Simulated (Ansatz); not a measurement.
Relaxed-ion elastic tensor of Zr (hcp (Mg type), space group No. 194) in GPa (Voigt order), DFT-PBEsol in the program Ansatz with PAW potentials; density 6.74 g/cm³, 22.47 Å³ per atom.

```
      1     2     3     4     5     6
-  ----  ----  ----  ----  ----  ----
1   135  79.3  72.7   0.0   0.0   0.0
2  79.3   135  72.7   0.0   0.0   0.0
3  72.7  72.7   172   0.0   0.0   0.0
4   0.0   0.0   0.0  22.5   0.0   0.0
5   0.0   0.0   0.0   0.0  22.5   0.0
6   0.0   0.0   0.0   0.0   0.0  28.0
```

Problem. Is the crystal mechanically stable?

Solution. Yes: the smallest eigenvalue of C is 22.5 GPa.

Problem. Work out the Voigt, Reuss and Hill averages.

Solution. K_V = 99.1, K_R = 98.3, K_H = 98.7; G_V = 29.1, G_R = 27.3, G_H = 28.2 GPa.

Problem. Give Young's modulus, Poisson's ratio, Pugh's ratio and the universal anisotropy index.

Solution. E = 9KG/(3K + G) = 77.3 GPa; ν = 0.37; K/G = 3.50 (ductile by the Pugh limit of 1.75); A_U = 5G_V/G_R + K_V/K_R − 6 = 0.34.

Problem. Estimate the sound speeds and the Debye temperature.

Solution. v_l = √((K + 4G/3)/ρ) = 4500 m/s, v_t = √(G/ρ) = 2050 m/s, mean 2310 m/s; Θ = (h/k)(3n/4πV)^(1/3) v_m = 243 K.

Problem. Solve the Christoffel equation for the three sound speeds along x, y, z.

Solution. Eigenvalues of C_ijkl n_j n_l equal ρv². In km/s, slowest first: x 1.82, 2.04, 4.48; y 1.82, 2.04, 4.48; z 1.82, 1.82, 5.05.

Problem. How much does each axis shrink under pressure?

Solution. Linear compressibilities β_i = Σ_j S_ij (j = 1 to 3): x 3.8, y 3.8, z 2.6 per TPa.

Space group P6_3/mmc (hcp (Mg type)). Symmetry was held in the PBEsol relaxation. The run is not spin-polarised. As this level gives no gap, shear constants depend on the k-mesh and smearing (Fermi–Dirac, 0.1 eV here).

Potentials: the earlier of the program's two PAW sets. The files were generated under PBE; for other functionals the program regenerates the frozen cores, and for LDA and PBEsol the local potential too.
